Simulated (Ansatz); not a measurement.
Starting cell, GaSb (zinc blende):

```xyz
4
Lattice="0.0000 6.2135 6.2135 3.1068 3.1068 6.2135 3.1068 3.1068 0.0000" Properties=species:S:1:pos:R:3 pbc="T T T"
Sb     4.6601     4.6601     4.6601
Sb     4.6601     7.7669     7.7669
Ga     0.0000     0.0000     0.0000
Ga     3.1068     6.2135     3.1068
```

A phonon eigenvector at X = (0.5, 0.5, 0.0) is frozen into this cell: atom i moves by Q times the vector below, so Q is the largest atomic displacement, in Å. The cell is held. It is one choice among 2 degenerate patterns. (q is in reciprocal vectors of the primitive cell; the cell shown is doubled to hold the pattern.)

```tsv
atom	x	y	z
Sb1	0.652	0.000	0.000
Sb2	-0.652	0.000	0.000
Ga3	0.000	-1.000	0.000
Ga4	0.000	1.000	0.000
```

These are PBE (plane waves to 420 eV, PAW, scalar-relativistic; Ansatz, an electronic-structure program) values and carry that method's errors. k mesh 13×13×13 (Γ-centred), Fermi-Dirac smearing 0.05 eV. The energy includes the smearing's −TS. With partly filled bands, energies and forces of such displacements shift with the k mesh and the smearing. At this level the bands of GaSb touch or barely overlap; measurements give the solid a gap. GaSb was relaxed with its symmetry unable to fall. Spin-orbit coupling is left out, though Sb is heavy. The zero of ΔE is the undisplaced structure. The last digit holds for this mesh only.

| Q (Å) | ΔE (meV/cell) |
|---|---|
| -0.1000 | 165.2 |
| -0.0833 | 114.6 |
| -0.0667 | withheld |
| -0.0500 | 41.2 |
| -0.0333 | 18.3 |
| -0.0167 | 4.6 |
| 0.0000 | 0.0 |
| 0.0167 | 4.6 |
| 0.0333 | 18.3 |
| 0.0500 | 41.2 |
| 0.0667 | withheld |
| 0.0833 | 114.6 |
| 0.1000 | 165.2 |

Task: Fit an even polynomial form (powers 2, 4) to the given rows and predict ΔE at Q = 0.0667.

Result: Least squares on the 11 given rows: ΔE = (16490)·Q² + (3287)·Q⁴, in meV/cell with Q in Å; root-mean-square residual 0.02 meV/cell. At 0.0667 the fit gives 73.4 meV/cell; the calculation gives 73.3 meV/cell, so the interpolation is off by 0.1 (+0.1 %). The quadratic term alone would give 73.4 meV/cell.

(A displaced cell: forces are minus the slopes of the energy, force constants its curvatures, and phonons follow from these.)
